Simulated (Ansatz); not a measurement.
Sb:
```xyz
2
Lattice="0.0000 3.4729 3.4729 3.4729 0.0000 3.4729 3.4729 3.4729 0.0000" Properties=species:S:1:pos:R:3 pbc="T T T"
Sb     0.0000     0.0000     0.0000
Sb     1.7365     1.7365     1.7365
```

This is the r²SCAN-relaxed structure.

Q: All from r²SCAN (plane waves, PAW; program Ansatz), unless another level is named. Estimate the electronic character.

A: metallic (no gap).

Q: Give the density of states at the Fermi level.

A: 0.55 states/eV per atom (mean over ±0.08 eV).

Q: Next, the gap with spin–orbit coupling?

A: none (metallic).

Space group Fd-3m (diamond). The start of the workflow was typed in or built on a structure type; neither database checked (COD, Materials Project) lists it. It is not the phase usual at ambient conditions (space group No. 166). Symmetry was held in the r²SCAN relaxation. At this level the phase is mechanically unstable. Scalar-relativistic: spin–orbit coupling is off unless named, which matters more the heavier the elements.

Potentials: the earlier of the program's two PAW sets.
